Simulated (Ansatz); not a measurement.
Zn$_{4}$Te$_{3}$S in space group P-4m2 (No. 115; Pearson symbol tP8), plane-wave PAW r²SCAN (Ansatz code). The conduction-band minimum lies at Γ, with 1 equivalent valley. Second derivatives d²E/dk² of the lowest band at one valley (eV·Å²), along Cartesian directions:

```csv
direction,d²E/dk²
[100],56.16
[010],56.16
[001],58.78
[110],56.22
[101],57.43
[011],57.43
```

Q: Find the principal effective masses, the density-of-states mass and the conductivity mass.

A: Off-diagonal terms follow from H_xy = H[110] − (H_xx + H_yy)/2, and m*/mₑ = 7.620 eV·Å² over each eigenvalue: 0.13, 0.14, 0.14. One valley's DOS mass (m₁m₂m₃)^(1/3) = 0.13, conductivity mass 3/(Σ 1/mᵢ) = 0.13 mₑ.

Q: What effective density of states Nc follows at 300 K for parabolic valleys?

A: Nc = 2.509e19 × 1 × (0.13)^(3/2) ≈ 1.2e18 cm⁻³.

The start of the workflow was typed in or built on a structure type; neither database checked (COD, Materials Project) lists it. Whether it is the stable phase at ambient conditions was not checked. The r²SCAN relaxation kept the symmetry of its start; whether a distortion lowers the energy is not shown. Scalar-relativistic: spin–orbit coupling is off unless named, which matters more the heavier the elements.

Potentials: the earlier of the program's two PAW sets.

Edges and masses are those of Kohn–Sham bands, whose gap is no quasiparticle gap.
